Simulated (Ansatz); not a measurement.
TePb:
```xyz
2
Lattice="0.0000 3.1902 3.1902 3.1902 0.0000 3.1902 3.1902 3.1902 0.0000" Properties=species:S:1:pos:R:3 pbc="T T T"
Te     0.0000     0.0000     0.0000
Pb     3.1902     3.1902     3.1902
```

Relaxed with LDA. Special points in fractions of this cell's reciprocal vectors: Γ (0.000, 0.000, 0.000); X (0.500, 0.000, 0.500); U (0.625, 0.250, 0.625); K (0.375, 0.375, 0.750); L (0.500, 0.500, 0.500); W (0.500, 0.250, 0.750).

Q: List the band energies nearest the valence-band maximum at these points for DFT-LDA in the program Ansatz with PAW potentials.

A: In eV from the valence-band maximum; about four levels below and three above (degenerate sets whole), none deeper than 8.9 eV; points with the same levels are listed once.

```tsv
k	below	above
Γ	-5.64 -1.47 -1.47 -1.47	4.04 4.04 4.04
X	-7.45 -4.80 -3.01 -3.01	3.13 5.53 5.53
U	-8.19 -4.40 -2.48 -2.24	3.55 3.79 5.06
L	-8.86 -0.97 -0.97 0.00	0.57 1.13 1.13
W	-8.21 -4.05 -4.05 -0.39	1.56 5.20 5.20
```

Space group Fm-3m (rock salt). Symmetry was held in the LDA relaxation; of distortions, only those at the zone centre were tested. Spin–orbit coupling is left out wherever it is not named.

Potentials: the later of the program's two PAW sets.
